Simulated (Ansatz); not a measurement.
Bi:
```yaml
crystal:
  lattice:
    - [0.00000, 3.61682, 3.61682]
    - [3.61682, 0.00000, 3.61682]
    - [3.61682, 3.61682, 0.00000]
  atoms:
    - { symbol: Bi, position: [0.00000, 0.00000, 0.00000] }
    - { symbol: Bi, position: [0.25000, 0.25000, 0.25000] }
```

Relaxed with r²SCAN. Special points in fractions of this cell's reciprocal vectors: Γ (0.000, 0.000, 0.000); X (0.500, 0.000, 0.500); U (0.625, 0.250, 0.625); K (0.375, 0.375, 0.750); L (0.500, 0.500, 0.500); W (0.500, 0.250, 0.750).

Problem. List the band energies nearest the Fermi level at these points for r²SCAN with spin–orbit coupling (plane waves, PAW; program Ansatz).

Solution. In eV from the Fermi level; about four levels below and three above (degenerate sets whole), none deeper than 8.9 eV; points with the same levels are listed once.

| k | below | above |
|---|---|---|
| Γ | -0.45 -0.45 -0.45 -0.45 -0.18 -0.18 | 1.77 1.77 1.77 1.77 |
| X | -0.07 -0.07 -0.07 -0.07 | 4.63 4.63 4.63 4.63 |
| U | -2.74 -2.74 -0.35 -0.35 | 1.44 1.44 3.72 3.72 |
| L | -2.36 -2.36 -1.33 -1.33 | 1.68 1.68 2.82 2.82 |
| W | -3.61 -3.61 -2.99 -2.99 | 0.18 0.18 1.58 1.58 |

Space group Fd-3m (diamond). The start of the workflow was typed in or built on a structure type; neither database checked (COD, Materials Project) lists it. It is not the phase usual at ambient conditions (space group No. 166). Symmetry was held in the r²SCAN relaxation. At this level the phase is mechanically unstable.

Potentials: the later of the program's two PAW sets.
